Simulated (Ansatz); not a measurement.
Ge (diamond)

```xyz
2
Lattice="0.0000 2.8811 2.8811 2.8811 0.0000 2.8811 2.8811 2.8811 0.0000" Properties=species:S:1:pos:R:3 pbc="T T T"
Ge     2.8811     2.8811     2.8811
Ge     4.3217     4.3217     4.3217
```

The volume is varied about the relaxed value V₀ at fixed cell shape. Symmetry pins the atoms to their sites.

Level of theory: PBE (plane waves to 420 eV, PAW, scalar-relativistic; Ansatz, an electronic-structure program). k mesh 14×14×14 (Γ-centred), Fermi-Dirac smearing 0.05 eV. Energies are smeared free energies. Ge was relaxed with its symmetry unable to fall. The PAW data are Ansatz's earlier set. The zero of ΔE is the relaxed starting cell.

Question: What ΔE (meV/atom) does the calculation give at V/V₀ = 0.840, 0.920, 1.040, 1.080, 1.160?

Answer: 
| V/V₀ | ΔE (meV/atom) |
|---|---|
| 0.840 | 157 |
| 0.920 | 33 |
| 1.040 | 7 |
| 1.080 | 24 |
| 1.160 | 84 |

(Under strain, the slope of the energy per volume gives the stress and its curvature an elastic modulus.)
